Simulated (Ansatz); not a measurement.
TaAs2:
```cif
data_As4Ta2
_chemical_formula_sum 'Ta2 As4'
_space_group_name_H-M_alt 'P 1'
_space_group_IT_number 1
_cell_length_a 6.18134
_cell_length_b 6.18134
_cell_length_c 5.28482
_cell_angle_alpha 90.000
_cell_angle_beta 90.000
_cell_angle_gamma 147.950
loop_
_space_group_symop_operation_xyz
  'x, y, z'
loop_
_atom_site_label
_atom_site_type_symbol
_atom_site_fract_x
_atom_site_fract_y
_atom_site_fract_z
_atom_site_occupancy
Ta1 Ta 0.90974 0.09026 0.49647 1
Ta2 Ta 0.09026 0.90974 0.99647 1
As1 As 0.56976 0.43024 0.36800 1
As2 As 0.43024 0.56976 0.86800 1
As3 As 0.29319 0.70681 0.21053 1
As4 As 0.70681 0.29319 0.71053 1
```

Relaxed with PBEsol (plane waves, PAW; program Ansatz). Indices refer to the conventional cell of Cmc2_1, a = 3.4128 Å, b = 11.8823 Å, c = 5.2848 Å, α = β = γ = 90.00°.

Simulate the powder diffraction pattern (Cu Kα, λ = 1.54184 Å; lines above 1 %) up to 2θ = 90°.

Simulated powder pattern, Cu Kα, λ = 1.54184 Å (kinematic, ideal powder, no thermal factors, no anomalous dispersion; the 30 strongest lines at most, above 1 %, up to 2θ = 90°):

```json
[
 {"2θ (°)": "14.91", "d (Å)": "5.941", "I/Imax (%)": "15", "hkl": "(020)"},
 {"2θ (°)": "22.52", "d (Å)": "3.949", "I/Imax (%)": "42", "hkl": "(021)"},
 {"2θ (°)": "27.19", "d (Å)": "3.280", "I/Imax (%)": "7.7", "hkl": "(110)"},
 {"2θ (°)": "30.08", "d (Å)": "2.971", "I/Imax (%)": "7.3", "hkl": "(040)"},
 {"2θ (°)": "32.12", "d (Å)": "2.787", "I/Imax (%)": "59", "hkl": "(111)"},
 {"2θ (°)": "33.93", "d (Å)": "2.642", "I/Imax (%)": "8.2", "hkl": "(002)"},
 {"2θ (°)": "34.64", "d (Å)": "2.590", "I/Imax (%)": "29", "hkl": "(041)"},
 {"2θ (°)": "37.24", "d (Å)": "2.414", "I/Imax (%)": "23", "hkl": "(022)"},
 {"2θ (°)": "38.77", "d (Å)": "2.322", "I/Imax (%)": "100", "hkl": "(131)"},
 {"2θ (°)": "44.00", "d (Å)": "2.058", "I/Imax (%)": "41", "hkl": "(112)"},
 {"2θ (°)": "45.82", "d (Å)": "1.980", "I/Imax (%)": "15", "hkl": "(060)"},
 {"2θ (°)": "45.97", "d (Å)": "1.974", "I/Imax (%)": "12", "hkl": "(042)"},
 {"2θ (°)": "46.57", "d (Å)": "1.950", "I/Imax (%)": "21", "hkl": "(150)"},
 {"2θ (°)": "49.84", "d (Å)": "1.830", "I/Imax (%)": "9.2", "hkl": "(151)"},
 {"2θ (°)": "53.72", "d (Å)": "1.706", "I/Imax (%)": "19", "hkl": "(200)"},
 {"2θ (°)": "54.32", "d (Å)": "1.689", "I/Imax (%)": "19", "hkl": "(023)"},
 {"2θ (°)": "58.22", "d (Å)": "1.585", "I/Imax (%)": "9.5", "hkl": "(062)"},
 {"2θ (°)": "58.85", "d (Å)": "1.569", "I/Imax (%)": "9.1", "hkl": "(152)"},
 {"2θ (°)": "58.97", "d (Å)": "1.566", "I/Imax (%)": "6.9", "hkl": "(221)"},
 {"2θ (°)": "63.71", "d (Å)": "1.461", "I/Imax (%)": "6.5", "hkl": "(171)"},
 {"2θ (°)": "63.95", "d (Å)": "1.456", "I/Imax (%)": "10", "hkl": "(133)"},
 {"2θ (°)": "65.51", "d (Å)": "1.425", "I/Imax (%)": "9.2", "hkl": "(241)"},
 {"2θ (°)": "67.18", "d (Å)": "1.393", "I/Imax (%)": "8.1", "hkl": "(222)"},
 {"2θ (°)": "71.63", "d (Å)": "1.317", "I/Imax (%)": "11", "hkl": "(172)"},
 {"2θ (°)": "73.22", "d (Å)": "1.293", "I/Imax (%)": "7.6", "hkl": "(260)"},
 {"2θ (°)": "77.96", "d (Å)": "1.226", "I/Imax (%)": "10", "hkl": "(114)"},
 {"2θ (°)": "79.92", "d (Å)": "1.200", "I/Imax (%)": "13", "hkl": "(223)"},
 {"2θ (°)": "80.01", "d (Å)": "1.199", "I/Imax (%)": "10", "hkl": "(191)"},
 {"2θ (°)": "83.20", "d (Å)": "1.161", "I/Imax (%)": "7.1", "hkl": "(262)"},
 {"2θ (°)": "89.63", "d (Å)": "1.094", "I/Imax (%)": "12", "hkl": "(154)"}
]
```

The start of the workflow was typed in or built on a structure type; neither database checked (COD, Materials Project) lists it. Its standing as an ambient phase is unchecked. The cell was relaxed with PBEsol under the symmetry of its start; whether a distortion lowers the energy is not shown. No spin polarisation was allowed. The volume moved by -20 % from the start of the relaxation. Spin–orbit coupling is left out wherever it is not named.

Potentials: the earlier of the program's two PAW sets. The files were generated under PBE; for other functionals the program regenerates the frozen cores, and for LDA and PBEsol the local potential too.
